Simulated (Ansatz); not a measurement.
What settings do to one calculation: C started on a P site in zincblende BP, 16 atoms, charge −1

Ansatz (PAW, plane waves), atoms fixed. The base input:

```yaml
crystal:
  lattice:
    - [0.000000, 4.520189, 4.520189]
    - [4.520189, 0.000000, 4.520189]
    - [4.520189, 4.520189, 0.000000]
  atoms:
    - { symbol: B, position: [0.012779, 0.989033, 0.002687] }
    - { symbol: B, position: [0.501746, 0.485542, 0.510252] }
    - { symbol: B, position: [0.992859, 0.003099, 0.503240] }
    - { symbol: B, position: [0.513845, 0.504103, 0.989104] }
    - { symbol: B, position: [0.999378, 0.506491, 0.988211] }
    - { symbol: B, position: [0.490072, 0.003930, 0.497531] }
    - { symbol: B, position: [0.501734, 0.004097, 0.998801] }
    - { symbol: B, position: [0.006828, 0.490987, 0.498753] }
    - { symbol: P, position: [0.135112, 0.116685, 0.117907] }
    - { symbol: P, position: [0.109934, 0.128997, 0.626650] }
    - { symbol: P, position: [0.635451, 0.623187, 0.121038] }
    - { symbol: P, position: [0.119824, 0.629266, 0.132294] }
    - { symbol: P, position: [0.616727, 0.137963, 0.611676] }
    - { symbol: P, position: [0.638753, 0.113861, 0.105268] }
    - { symbol: P, position: [0.134415, 0.618300, 0.628783] }
    - { symbol: C, position: [0.624560, 0.620451, 0.643062] }
kpoints:
  mp_grid: { grid: [2, 2, 2], shift: [0.5, 0.5, 0.5] }
hamiltonian:
  xc: pbesol
total_charge: -1
scf:
  occupations: { method: fermi_dirac, width: 0.01 }
output:
  forces: true
  eigenvalues: true
  populations: true
  charged_corrections: { epsilon: 11 }
```

Command:

```sh
ansatz run in.yaml --threads 8 --pin off --max-ram 13300MiB --runs-dir r --events-out ev --progress --plain
```

It converged in 7 iterations and 0.7 s of wall time on a shared host; largest force component 3.52 eV/Å. The cutoff was the default, 420 eV. The base isn't a converged reference: it has few k points, and its atoms are unrelaxed. Each run below changes the keys shown and caps the iterations.

```
run                                                                      changed     ending  iterations  free energy less the base (meV per atom)  rms change of forces (eV/Å)  change of pressure (GPa)  wall time (s, shared host)
  1                                                 ecutwfc 650 eV, max_iter 100  converged           7                                      -1.2                        0.001                         –                     0.7 CPU
  2                                                 mixing beta 0.4, max_iter 70  converged           7                                       0.0                        0.000                         –                     0.5 CPU
  3  dr2_threshold 1e-05, ecutrho_ratio 2, mixing algorithm broyden, max_iter 70  converged           6                                      -0.3                        0.001                         –                     0.6 CPU
  4                           mixing beta 1.0, dr2_threshold 0.0001, max_iter 70  converged           6                                       0.0                        0.000                         –                     0.5 CPU
  5          mixing beta 0.1, max_iter 80, k points the single k point (½, ½, ½)  converged           8                                      75.7                        0.440                         –                     0.4 CPU
  6                                   ecutrho_ratio 3, accuracy low, max_iter 90  converged           7                                       0.0                        0.000                         –                     0.7 CPU
  7                                                  max_iter 80, total_charge 0  converged           7                                other zero                        0.511                         –                     0.6 CPU
  8                                         initial_magnetization 4, max_iter 90  converged          15                                       0.0                        0.000                         –                     1.3 CPU
```

«Other zero»: another functional, charge or dispersion term moves the zero of energy, so the difference says nothing of accuracy.

**Question.** Which changes leave the result alone, and which of the same physical model moves the forces most?

**Answer.** The forces move by under 0.002 eV/Å in runs 1, 2, 3, 4, 6, 8. Run 5 (mixing beta 0.1, max_iter 80, k points the single k point (½, ½, ½)) moves them most among the runs with the same functional, charge and dispersion term, by 0.440 eV/Å.
